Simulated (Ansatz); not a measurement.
### Question
Name crystals whose computed values (the program Ansatz at the PBEsol level (PAW)) fall in these windows: ε∞ 3.5 to 4.5; gap (eV) 2.8 to 3.4; HSE06 gap (eV) 4.5 to 5.5.

### Answer


| crystal | ε∞ | gap (eV) | HSE06 gap (eV) |
|---|---|---|---|
| Mg2ZnO3, P-3m1 (Mg on 2d, Zn on 1a, O on 2d, O on 1b) | 3.80 | 3.06 | 4.95 |
| MgS, zinc blende | 4.14 | 3.32 | 4.56 |
| Mg3ZnO4, Cmmm (Pearson symbol oS16) | 3.67 | 3.33 | 5.26 |
| MgS, wurtzite | 4.14 | 3.31 | 4.54 |
Others may fit too.

Standing as an ambient phase not checked: Mg2ZnO3, P-3m1 (Mg on 2d, Zn on 1a, O on 2d, O on 1b); MgS, zinc blende; Mg3ZnO4, Cmmm (Pearson symbol oS16); MgS, wurtzite. Perhaps ordered models of mixed-site phases: Mg2ZnO3, P-3m1 (Mg on 2d, Zn on 1a, O on 2d, O on 1b); Mg3ZnO4, Cmmm (Pearson symbol oS16). All cells were relaxed under the symmetry of their starts (and spin orders); stability against distortions was not tested throughout.

Potentials: the later of the program's two PAW sets.
